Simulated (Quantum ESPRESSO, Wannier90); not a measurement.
**Ba(ZnSi)₂ (I4/mmm): Wannier90 run**

```xyz
5
Lattice="4.5057 0.0000 0.0000 0.0000 4.5057 0.0000 -2.2528 -2.2528 5.0671" Properties=species:S:1:pos:R:3 pbc="T T T"
Ba     0.0000     0.0000     0.0000
Zn     0.0000    -2.2528     2.5336
Zn    -2.2528     0.0000     2.5336
Si    -2.2528    -2.2528     1.2213
Si     2.2528     2.2528    -1.2213
```

Cell from Materials Project (mp-1070267), symmetrised, no further relaxation. Not found in the COD (Crystallography Open Database) copy used; not checked further. Computed values, not measurements, from PBEsol: Quantum ESPRESSO (norm-conserving PseudoDojo potentials, cutoff 68 Ry, no spin polarisation, no spin-orbit coupling) on a Γ-centred 4×4×4 mesh, then Wannier90. Density: 8×8×8 mesh, cold smearing 0.01 Ry. Spin-orbit coupling is left out although heavy elements are present.

Bands 10-12 form an isolated set from -13.27 to -12.65 eV relative to the Fermi level (on the path) and are turned into 3 Wannier functions by minimising the spread from the start: atomic waves Ba 5p.

Centres (Cartesian, Å; one of the equivalent choices) and spreads:

| n | x | y | z | spread (Å²) | nearest atom |
|---|---|---|---|---|---|
| 1 | 0.000 | 0.000 | 0.000 | 1.487 | Ba1 |
| 2 | 0.000 | 0.000 | 0.000 | 1.508 | Ba1 |
| 3 | 0.000 | 0.000 | 0.000 | 1.508 | Ba1 |

Ω_I = 4.48 Å², Ω_total = 4.50 Å²; the interpolated bands follow pw.x to 1.3 meV rms on the path. Only this start was tried; a symmetric start can stop on a saddle, and mixtures of these functions could lower the total by at most Ω_total − Ω_I.
